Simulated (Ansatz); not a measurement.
Input and command of a plane-wave DFT calculation in Ansatz:

```yaml
crystal:
  lattice:
    - [0.0, 2.8400732036, 2.8400732036]
    - [2.8400732036, 0.0, 2.8400732036]
    - [2.8400732036, 2.8400732036, 0.0]
  atoms:
    - { symbol: Mo, position: [0.0, 0.0, 0.0], spin: 0.92 }
    - { symbol: Se, position: [0.25, 0.25, 0.25] }
basis:
  ecutwfc: 420
kpoints:
  mp_grid: { grid: [12, 12, 12] }
hamiltonian:
  xc: pbe
scf:
  occupations: { method: gaussian, width: 0.1 }
output:
  forces: true
  stress: true
  eigenvalues: true
  populations: true
  write_density: true
  write_potential: true
  elf: true
  volumetric_format: npy
magnetization:
  spin_polarized: true
relax:
  adjacent_minimum: "off"
  f_tol: 0.01
  max_steps: 80
  cell: { stress_tol: 0.05 }
```

```bash
ansatz run input.yaml --threads 1 --pin off --max-ram 2560MiB --backend cpu --events-out ev --progress --plain --runs-dir out
```

Processor: Intel(R) Xeon(R) Processor @ 2.70GHz, 1 thread, on a host shared with other jobs.

Task: Estimate time, memory and problem size.

Result: About 70 s on 1 thread of Intel(R) Xeon(R) Processor @ 2.70GHz (shared host), peak memory 0.48 GiB. It solves 20 bands at 72 k points (the mesh reduced by the symmetry that the task leaves, which can be less than the crystal's) with about 893 plane waves (on the last cell), in 25 SCF iterations over 3 ionic steps.
